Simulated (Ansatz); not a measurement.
A geometry of ZrPbO₃ away from equilibrium: the start of the relaxation of a relaxed ZrPbO3 cell shaken by Gaussian noise of σ = 0.08 Å a coordinate. Computed with r2SCAN (plane waves to 500 eV, PAW, scalar-relativistic; Ansatz, an electronic-structure program). Γ-centred k-mesh 5×5×5 on the run's cell (coarser than for final values), Fermi–Dirac smearing 0.05 eV.

```xyz
10
Lattice="2.9418 1.6985 4.8599 -2.9418 1.6985 4.8599 0.0000 -3.3969 4.8599" Properties=species:S:1:pos:R:3:forces:R:3 pbc="T T T" free_energy=-35654.110 pressure_GPa=3.2
Pb     0.0783    -0.0984    10.4079   -0.5423    0.3655   -0.3255
Pb    -0.0780     0.0844     3.0438    0.3612    0.0669    0.3794
Zr    -0.0054    -0.0033    14.3195    0.7115   -0.9424    0.0368
Zr    -0.0043     0.0209     6.9751    0.2671    0.3493    3.0167
O      1.4256    -0.7586     8.6356    0.3299    0.4034   -0.6897
O     -1.2844    -0.9876     8.5143   -0.8317   -0.6663    0.4085
O     -0.2155     1.5008     8.6040    0.3745    1.4869    0.3795
O      0.2499    -1.7108     6.1774   -0.0437   -2.3738   -1.4669
O     -1.5643     0.7280     6.1598   -2.3416    0.9744   -1.4368
O      1.3182     1.1846     6.0900    1.7150    0.3360   -0.3020
```

Positions in Å, forces in eV/Å, free energy of the cell in eV (comparable only within this code, potentials and settings). Largest force: 3.05 eV/Å, on Zr4 (atoms numbered as listed); the geometry lies 0.07 eV/atom above the end of its relaxation.

No spin polarisation in the result.

The end of the path is a generated cell of ZrPbO3: the first start was made by placing the elements on the sites of a structure type, and the end was not matched to a known phase here, so it may be hypothetical.
